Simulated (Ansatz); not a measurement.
ZrO2 in space group P2_1/c (No. 14; Zr on 4e, O on 4e, O on 4e), the program Ansatz at the LDA level (PAW). The conduction-band minimum lies at Y2, with 1 equivalent valley. Second derivatives d²E/dk² of the lowest band at one valley (eV·Å²), along Cartesian directions:

```
direction  d²E/dk²
---------  -------
[100]        6.894
[010]        8.368
[001]        1.814
[110]        7.629
[101]        6.874
[011]        5.090
```

### Question
Find the principal effective masses, the density-of-states mass and the conductivity mass.

### Answer
Off-diagonal terms follow from H_xy = H[110] − (H_xx + H_yy)/2, and m*/mₑ = 7.620 eV·Å² over each eigenvalue: 0.91, 0.96, 9.8. One valley's DOS mass (m₁m₂m₃)^(1/3) = 2.0, conductivity mass 3/(Σ 1/mᵢ) = 1.3 mₑ.

### Question
What effective density of states Nc follows at 300 K for parabolic valleys?

### Answer
Nc = 2.509e19 × 1 × (2.0)^(3/2) ≈ 7.1e19 cm⁻³.

The cell was relaxed with LDA under the symmetry of its start. No spin polarisation was allowed. Spin–orbit coupling is left out wherever it is not named.

Potentials: the later of the program's two PAW sets.

Edges and masses are those of Kohn–Sham bands, whose gap is no quasiparticle gap.
